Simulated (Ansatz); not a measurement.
AlB2Ru2:
```
AlB2Ru2
1.0
    1.46465    -6.36332     0.00000
    1.46465     6.36332     0.00000
    0.00000     0.00000     2.79653
Al Ru B
1 2 2
Cartesian
  0.00000   0.00000   0.00000
  1.46465   1.80649   1.39826
  1.46465  -1.80649   1.39826
  1.46465   3.69181   0.00000
  1.46465  -3.69181   0.00000
```

Relaxed with PBEsol. Special points in fractions of this cell's reciprocal vectors: Γ (0.000, 0.000, 0.000); Y (-0.500, 0.500, 0.000); C0 (-0.263, 0.737, 0.000); Σ0 (0.263, 0.263, 0.000); Z (0.000, 0.000, 0.500); A0 (0.263, 0.263, 0.500); E0 (-0.263, 0.737, 0.500); T (-0.500, 0.500, 0.500); S (0.000, 0.500, 0.000); R (0.000, 0.500, 0.500).

List the band energies nearest the Fermi level at these points for plane-wave PAW PBEsol (Ansatz code).

In eV from the Fermi level; about four levels below and three above (degenerate sets whole), none deeper than 8.9 eV; points with the same levels are listed once.

```csv
k,below,above
Γ,-1.30 -1.09 -0.93 -0.76,1.07 2.57 2.74
Y,-1.24 -1.02 -0.95 -0.74,0.55 1.31 3.26
C0,-1.70 -1.39 -1.31 -0.08,0.72 2.73 3.41
Z,-3.36 -1.86 -0.96 -0.35,1.22 1.47 2.47
A0,-3.20 -1.48 -1.30 -1.15,0.27 0.70 0.86
T,-3.54 -3.30 -2.06 -0.68,0.64 1.43 1.91
S,-1.61 -1.43 -1.27 -0.15,0.76 2.74 3.50
R,-3.18 -2.09 -1.25 -0.20,0.08 0.69 0.70
```

Space group Cmmm. The start of the workflow was typed in or built on a structure type; neither database checked (COD, Materials Project) lists it. Its standing as an ambient phase is unchecked. The PBEsol relaxation kept the symmetry of its start; its stability against distortions is not shown here. The run is not spin-polarised. The volume moved by 16 % from the start of the relaxation. Spin–orbit coupling is left out wherever it is not named.

Potentials: the later of the program's two PAW sets.
